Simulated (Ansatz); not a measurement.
# Profile along the Si–Si line in TiSi2 (C49 type, space group Cmcm)

TiSi2 (C49 type, space group Cmcm)

Space group Cmcm (No. 63); a = 3.5271 Å, b = 13.5234 Å, c = 3.5656 Å, α = β = γ = 90.00°

```csv
atom,site,symmetry,x,y,z
Si,4c,m2m,0.0000,0.0583,0.7500
Si,4c,m2m,0.0000,0.2503,0.2500
Ti,4c,m2m,0.0000,0.6032,0.2500
```
(The calculation used a cell of 6 atoms; values per cell refer to that cell.)

Fields along a shortest Si–Si line of a (010) plane (2.51 Å), from Si to Si, interpolated on the slice's grid (step about 0.1 Å). Level of theory: r2SCAN (plane waves to 500 eV, PAW, scalar-relativistic; Ansatz, a quantum-chemistry and plane-wave program). k mesh 14×14×13. These are valence fields of a PAW run, semicore shells included where kept as valence: close to a nucleus they are smooth pseudo fields. The PAW data are Ansatz's earlier set. This is one of several known forms of TiSi2; the measured ambient cells at hand have space group No. 70. TiSi2 is run without spin polarisation. TiSi2 was relaxed with its symmetry unable to fall.

| distance from Si (Å) | valence electron density (e/Å³) | electron localisation function |
|---|---|---|
| 0.00 | 0.12 | x |
| 0.25 | 0.15 | x |
| 0.50 | 0.28 | 0.38 |
| 0.75 | 0.41 | 0.65 |
| 1.00 | 0.43 | 0.77 |
| 1.25 | 0.41 | 0.78 |
| 1.51 | 0.43 | 0.77 |
| 1.76 | 0.41 | 0.65 |
| 2.01 | 0.28 | 0.38 |
| 2.26 | 0.15 | x |
| 2.51 | 0.12 | x |

x: too close to a nucleus for the ELF to mean much.

Density on the Si–Si line (2.51 Å) at its midpoint: 0.41 e/Å³. ELF at that point: 0.78. ELF maximum in the middle third of the Si–Si line: 0.78, 1.1 Å from Si.
